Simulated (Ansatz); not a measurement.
Here is the system:

ZrC (rock salt, Fm-3m), a = b = c = 4.6688 Å, α = β = γ = 90.00°; the cell used has 2 atoms.

This is the PBEsol-relaxed structure.

Task: All from plane-wave PAW PBEsol (Ansatz code), unless another level is named. Estimate the highest zone-centre frequency.

Result: 55.0 meV.

Task: Give the Debye temperature from the elastic constants.

Result: 710 K.

Task: Give the elastic constants (relaxed ions, GPa).

Result: C11 = 497, C12 = 106, C44 = 156.

The cell was relaxed with PBEsol under the symmetry of its start; of distortions, only those at the zone centre were tested. The run is not spin-polarised. As this level gives no gap, shear constants depend on the k-mesh and smearing (Fermi–Dirac, 0.1 eV here).

Potentials: the later of the program's two PAW sets.
